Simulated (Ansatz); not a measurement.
Bi$_{2}$Te$_{3}$ (Bi2Te3 type, space group R-3m)

```
CELL_PARAMETERS angstrom
      2.15783     1.24582     9.87406
     -2.15783     1.24582     9.87406
      0.00000    -2.49164     9.87406
ATOMIC_POSITIONS crystal
  Bi 0.40072 0.40072 0.40072
  Bi 0.59928 0.59928 0.59928
  Te 0.00000 0.00000 0.00000
  Te 0.20741 0.20741 0.20741
  Te 0.79259 0.79259 0.79259
```

In each cell atom 1 (Bi, nearest neighbour Te at 3.036 Å; its periodic images, 4.3 Å or more away, move with it) moves by s·(0.000, 0.000, 1.000) (along Cartesian z), the rest being held.

The numbers are results of PBEsol-D3(BJ) (plane waves to 420 eV, PAW, scalar-relativistic; Ansatz, a quantum-chemistry and plane-wave program), not measurements. k mesh 7×7×7 (Γ-centred), Fermi-Dirac smearing 0.05 eV. E stands for the smeared free energy. Bi2Te3 was relaxed with its symmetry unable to fall. Spin-orbit coupling is left out, though Bi and Te are heavy. The PAW data are Ansatz's earlier set. The zero of ΔE is the undisplaced structure.

```tsv
s (Å)	ΔE (meV/cell)
-0.300	329
-0.240	213
-0.180	withheld
-0.120	54
-0.060	13
0.000	0
0.060	14
0.120	55
0.180	124
0.240	220
0.300	343
```

Fit a polynomial form (powers 2, 3, 4) to the given rows and predict ΔE at s = -0.180.

Least squares on the 10 given rows: ΔE = (3802)·s² + (258.5)·s³ + (-760.9)·s⁴, in meV/cell with s in Å; root-mean-square residual 0.2 meV/cell. At -0.180 the fit gives 121 meV/cell; the calculation gives 120 meV/cell, so the interpolation is off by 1 (+0.8 %). The quadratic term alone would give 123 meV/cell.

(For displaced atoms, the force is minus the slope of the energy, and its curvature is a force constant, which sets phonon frequencies.)
